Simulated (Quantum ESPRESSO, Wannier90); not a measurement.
Tight-binding from DFT: RbHO (P2₁/m)

```xyz
6
Lattice="4.1724 0.0000 0.0000 0.0000 4.1562 0.0000 -1.4557 0.0000 5.7717" Properties=species:S:1:pos:R:3 pbc="T T T"
Rb     0.3036     1.0391     1.6639
Rb    -0.3036    -1.0391    -1.6639
H      2.1068     1.0391    -0.4482
H     -2.1068    -1.0391     0.4482
O      1.7078     1.0391    -1.3281
O     -1.7078    -1.0391     1.3281
```

Cell from Materials Project (mp-643043), symmetrised, no further relaxation. Not found in the COD (Crystallography Open Database) copy used; not checked further. Computed values, not measurements, from LDA: Quantum ESPRESSO (norm-conserving PseudoDojo potentials, cutoff 68 Ry, no spin polarisation, no spin-orbit coupling) on a Γ-centred 8×8×6 mesh, then Wannier90. Density: 8×8×6 mesh, cold smearing 0.01 Ry.

Bands 3-4,11-16 form an isolated set from -16.70 to 0.00 eV relative to the valence-band maximum (on the path) and are turned into 8 Wannier functions by minimising the spread from the start: SCDM (isolated). Bands 5–10 (Rb 4p 97 %) lie between the kept ones and are excluded.

Problem. Where do the functions sit, how wide are they and what are they made of?

Solution. 
```tsv
functions	spread (Å²)	nearest atom, distance (Å)	second atom, distance (Å)	weight on atomic waves
4	0.97	O 0.32	H 1.09	O 2p 69 %, O 2s 24 %
2	0.98	O 0.32	H 1.10	O 2p 69 %, O 2s 25 %
2	0.88	H 0.48	O 0.49	O 2p 51 %, H 1s 31 %, O 2s 13 %
```

Ω_I = 6.90 Å², Ω_total = 7.62 Å²; the interpolated bands follow pw.x to 0.1 meV rms on the path. It is the lowest total spread that any start reached here.
